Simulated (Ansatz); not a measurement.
## zincblende-structured RuS

Level of theory: DFT, PBE, scalar-relativistic, no spin polarisation; plane waves to 420 eV with PAW datasets (Ansatz 0.2.0), Γ-centred 10×10×10 mesh, 0.05 eV Gaussian smearing; PAW files: Ansatz's generated set soft_2.

```
Ru S
1.0
     0.00000    2.60052    2.60052
     2.60052    0.00000    2.60052
     2.60052    2.60052    0.00000
Ru S
1 1
Cartesian
  0.0000 0.0000 0.0000
  1.3003 1.3003 1.3003
```

This is a trial structure made by placing the elements on a prototype's sites, so it needn't be the stable form.

Cell and atoms are those of this level's equilibrium.

The cell has space group F-43m (read at 0.01 Å). In it the stress is -0.01, -0.01, -0.01, 0.00, 0.00, 0.00 GPa and the largest force component 0.000 eV/Å. Each change below starts from this cell, without further relaxation. Stress is in GPa, positive in compression, in the order xx, yy, zz, yz, xz, xy; energies are counted from the cell above and are free energies with the smearing's entropy, which match forces and stress in a metal.

Problem. One atom was moved along a Cartesian axis, and these forces appeared. Which atom, and about how far?
```
atom  Fx (eV/Å)     Fy      Fz
 Ru1      0.000  0.000  -0.240
  S2      0.000  0.000   0.240
```

Solution. Atom 1 (Ru) is moved by 0.02 Å along z; the energy changes by 2.4 meV per cell. Moving the other atom the opposite way is the same thing.

Problem. One atom was moved along a Cartesian axis, and these forces appeared. Which atom, and about how far?
```tsv
atom	Fx (eV/Å)	Fy	Fz
Ru1	0.000	-2.957	0.000
S2	0.000	2.957	0.000
```

Solution. Atom 1 (Ru) is moved by 0.20 Å along y; the energy changes by 293.3 meV per cell. Moving the other atom the opposite way is the same thing.

Problem. What stress follows from an engineering strain of 2 % in yz, atoms carried along?

Solution. 0.13, 0.04, 0.04, -1.55, 0.00, 0.00 GPa; the energy changes by 3.4 meV per cell.
```
atom  Fx (eV/Å)     Fy     Fz
 Ru1      0.269  0.000  0.000
  S2     -0.269  0.000  0.000
```
The change of the stress over the strain gives a clamped-atom stiffness of about 77 GPa for this component.
In a harmonic crystal the energy would rise by V(½Cε² − σ₀ε), with σ₀ the stress of the unstrained cell, = 3.4 meV, which matches.

Problem. A single strain component, atoms carried along, gave the stress 3.44, 2.92, 2.92, 0.00, 0.00, 0.00. Which component, and about how large?

Solution. An engineering strain of -2 % in xx; the energy changes by 7.3 meV per cell.

Problem. All atoms and the cell are disturbed at random:
```xyz
2
Lattice="-0.0117 2.5634 2.6151 2.6133 0.0025 2.6008 2.6067 2.5426 0.0091" Properties=species:S:1:pos:R:3 pbc="T T T"
Ru   -0.0257    0.0250    0.0190
S     1.3277    1.2522    1.2873
```
Give the energy change, the stress and the forces.

Solution. 54.9 meV per cell; stress 2.17, 3.33, 2.37, -3.58, 2.82, 2.45 GPa.
```tsv
atom	Fx (eV/Å)	Fy	Fz
Ru1	0.762	-0.655	-0.501
S2	-0.762	0.655	0.501
```

Problem. All atoms and the cell are disturbed at random:
```xyz
2
Lattice="-0.0081 2.5633 2.5948 2.5918 -0.0069 2.5936 2.5859 2.5562 -0.0010" Properties=species:S:1:pos:R:3 pbc="T T T"
Ru    0.0320   -0.0762    0.0346
S     1.2604    1.3544    1.2623
```
Give the energy change, the stress and the forces.

Solution. 228.3 meV per cell; stress 6.16, 5.37, 6.03, 2.75, -9.27, 3.81 GPa.
| atom | Fx (eV/Å) | Fy | Fz |
| --- | --- | --- | --- |
| Ru1 | -0.546 | 2.258 | -0.772 |
| S2 | 0.546 | -2.258 | 0.772 |
